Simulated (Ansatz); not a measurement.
**Magnetic orders of MgVCl2O**

These are results of DFT PBE, scalar-relativistic, plane waves, PAW (Ansatz 0.2.0), not measurements.

```
Mg V Cl O
1.0
     6.62034   -1.96158    0.00000
     6.62034    1.96158    0.00000
    -1.39572    0.00000    4.08633
Mg V Cl O
1 1 2 1
Cartesian
  5.9958 0.0000 2.1803
  13.1917 0.0000 0.0880
  8.1568 0.0000 0.6273
  3.6560 0.0000 3.6305
  -0.6831 0.0000 2.1511
```

```json
{"plane-wave cutoff": "420 eV", "Γ-centred k-mesh": "10×10×10", "occupation rule": "Gaussian smearing, 0.02 eV", "list of starting moments (μB, in atom order)": "0 2 0 0 0", "check for lower electronic states after the SCF": "on"}
```

All runs keep this geometry, which isn't relaxed for the lowest state (largest force there 0.304 eV/Å, pressure -1.8 GPa) and needn't be a stable compound; relaxing each order would shift the differences by some 8 meV/atom, going by the pressures and a bulk modulus of about 150 GPa. The large starts are 0 3.5 0 0 0 μB. The small starts are 0 0.5 0 0 0 μB. No Hubbard U is used, and semilocal functionals often make open-shell oxides metallic. Site moments are spin moments in atom-centred spheres that scale with the neighbour distance. The states are those that the runs reached from these starts; a lower one can exist. No antiferromagnetic start is among these.

Task: Starts tried: no spin; ferromagnetic; large parallel starting moments; small parallel starting moments. Which state comes out lowest, and what are the moments?

Result: The lowest state is ferromagnetic, reached from every spin-polarised start, with site moments (μB) V +2.18, O +0.05.

| start | ends | energy above lowest (meV/atom) | site moments (μB) | gap on mesh (eV) | P (GPa) |
| --- | --- | --- | --- | --- | --- |
| no spin | non-magnetic | 236 | none over 0.05 | metal | -4.7 |
| ferromagnetic | ferromagnetic | 0.00 | V +2.18, O +0.05 | 0.48 | -1.8 |
| large parallel starting moments | ferromagnetic | 0.00 | V +2.18, O +0.05 | 0.48 | -1.8 |
| small parallel starting moments | ferromagnetic | 0.00 | V +2.18, O +0.05 | 0.48 | -1.8 |

Cost: 4 runs of about 13 core-minutes in all, on Arm Neoverse V2 (shared hosts).